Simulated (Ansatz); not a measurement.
All-electron LAPW in Ansatz 0.2.0 under PBE, scalar-relativistic, energies extrapolated to zero smearing. Slabs are 1×1 cells cut from bulk crystals relaxed on PAW files, with atoms then relaxed, 16 to 20 Å of vacuum, a dipole correction, k spacings of 0.16 to 0.26 Å⁻¹ and smearing of 0.02 to 0.1 eV, without spin–orbit coupling or spin polarisation. The bulk type named needn't be the stable one, and no reconstruction is allowed.

```tsv
slab	area (Å²)	γ (J/m²)	Φ (eV)	Δd12 (%)
hcp Ti (10-10), 4 layers	13.68	2.04	3.95	-4.8
fcc Pd (110), 6 layers	11.01	1.63	4.78	-9.0
bcc W (100), 6 layers	10.13	3.98	?	-11.8
fcc Pt (111), 6 layers	6.83	?	5.70	1.0
diamond Ge (111), 4 layers	14.37	0.82	4.63	-9.2
```

Problem. Give the missing entry: row "fcc Pt (111), 6 layers", column "γ (J/m²)".

Solution. 1.51.

Problem. Fill in "Φ (eV)" for the row "bcc W (100), 6 layers".

Solution. 4.14.
